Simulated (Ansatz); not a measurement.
Co (P63/mmc): ferro- and antiferromagnetic starts

```
CELL_PARAMETERS angstrom
0.00000 0.00000 4.06990
2.50740 0.00000 0.00000
0.00000 4.34294 0.00000
ATOMIC_POSITIONS crystal
Co 0.25000 0.00000 0.33333
Co 0.25000 0.50000 0.83333
Co 0.75000 0.50000 0.16667
Co 0.75000 0.00000 0.66667
```

Geometry: a structure as deposited in COD, repeated to hold the magnetic orders; nothing is relaxed.

The runs share PBE, 8×12×7 k mesh, Fermi–Dirac smearing of 0.08 eV. PAW means Ansatz 0.2.0 on its default frozen-core files; LAPW is all-electron LAPW in Ansatz 0.2.0. Site moments are integrated in spheres about the atoms, whose radii differ between the methods. Start moments of the first PAW run (μB): Co1 2, Co2 2, Co3 2, Co4 2.

Energies count from the run that starts all moments parallel. Patterns list the atoms that start with 0.5 μB or more.

```
                 start  ΔF PAW (meV/atom)  ΔF LAPW (meV/atom)  largest moment, PAW (μB)  M, PAW (μB/cell)  order at the end, PAW  P, PAW (GPa)
Co1↑, Co2↑, Co3↑, Co4↑                0.0                 0.0                      1.71              6.53                   kept          -3.9
Co1↑, Co2↑, Co3↑, Co4↓                0.0                 0.0                      1.71              6.53                changed          -3.9
Co1↑, Co2↓, Co3↑, Co4↓             +193.4              +193.8                         ?              0.00                   kept          -8.3
Co1↑, Co2↓, Co3↓, Co4↑             +231.8                   –                      0.00              0.00           moments lost         -14.6
  no spin polarisation             +231.8                   –                      0.00              0.00                      –         -14.6
```

Task: Fill in "largest moment, PAW (μB)" for the row "Co1↑, Co2↓, Co3↑, Co4↓".

Result: 1.18.

The lowest of these ends as follows. Site moments (μB): Co1 1.71, Co2 1.71, Co3 1.71, Co4 1.71. Cell moment 6.53 μB. Orders of other supercells weren't tried and can lie lower.

The start Co1↑, Co2↑, Co3↑, Co4↓ ends so. Site moments (μB): Co1 1.71, Co2 1.71, Co3 1.71, Co4 1.71. Cell moment 6.53 μB.

This cell lies far from its zero-pressure volume, so the numbers describe the cell as given rather than the relaxed compound. The Ansatz runs typed with the search for lower states off end where their start leads. None of this fixes the real material's magnetic order: only patterns that fit the cell were computed, at zero temperature, with a functional that can overstate moments. Left out because it may lie on a higher state: PAW, start Co1↑ Co2↑ Co3↓ Co4↓.
